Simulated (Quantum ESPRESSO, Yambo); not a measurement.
# Levels of theory for the gap of MgO

MgO (rock salt, space group Fm-3m, No. 225): one geometry, one set of PBE (Quantum ESPRESSO, PseudoDojo norm-conserving, 84 Ry, no spin-orbit coupling) orbitals, self-energies from Yambo (6×6×6 Γ-centred k mesh, bands 2 to 71 and a 14 Ry block in the screening, 71 bands in G with the Bruneval-Gonze terminator, plasmon pole fitted at 27.2 eV).

The geometry is that of Materials Project entry mp-1265, symmetrised and not relaxed again.

| level | gap Γ → Γ (eV) | rough Yambo cost |
|---|---|---|
| PBE (Quantum ESPRESSO) | 4.90 | – |
| exchange only (Hartree-Fock self-energy on PBE orbitals) | 14.89 | about 1/10 (6 states) |
| static COHSEX@PBE | 9.16 | within a factor of two (2 states) |
| G0W0@PBE, plasmon pole | 7.26 | 1 (6 states) |

Bare exchange has no screening and gives the widest gap; static COHSEX screens it but leaves out the frequency dependence, which G0W0 restores.

Costs are rough ratios of core time on shared machines.

Nearest settings tried, and what they do to the gap: 25 bands in W, 25 bands in G: +63 meV; 33 bands in W: -6 meV; 11 Ry block (89 vectors against 137): -79 meV. Not varied: mesh. So the settings aren't converged at that level.
